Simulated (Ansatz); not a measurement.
Question: Each is relaxed and computed with plane-wave PAW PBEsol (Ansatz code). Which is the only one with a gap?
A) WC, rock salt
B) BW2, I4/mcm (B on 4a, W on 8h)
C) WO3, P2_1/c (W on 4e, O on 4e, O on 4e, O on 4e)
D) W2C, P-3m1 (C on 1a, W on 2d)

Answer: C, WO3, P2_1/c (W on 4e, O on 4e, O on 4e, O on 4e). WO3: gap 1.40 eV (indirect); BW2: metal; W2C: metal; WC: metal. Not the usual ambient phase: WC, rock salt. Standing as an ambient phase not checked: WO3, P2_1/c (W on 4e, O on 4e, O on 4e, O on 4e); BW2, I4/mcm (B on 4a, W on 8h). All cells were relaxed under the symmetry of their starts (and spin orders); stability against distortions was not tested throughout. Rows with no word on spin ran without spin polarisation. Spin–orbit coupling is left out wherever it is not named.

Potentials: the later of the program's two PAW sets.
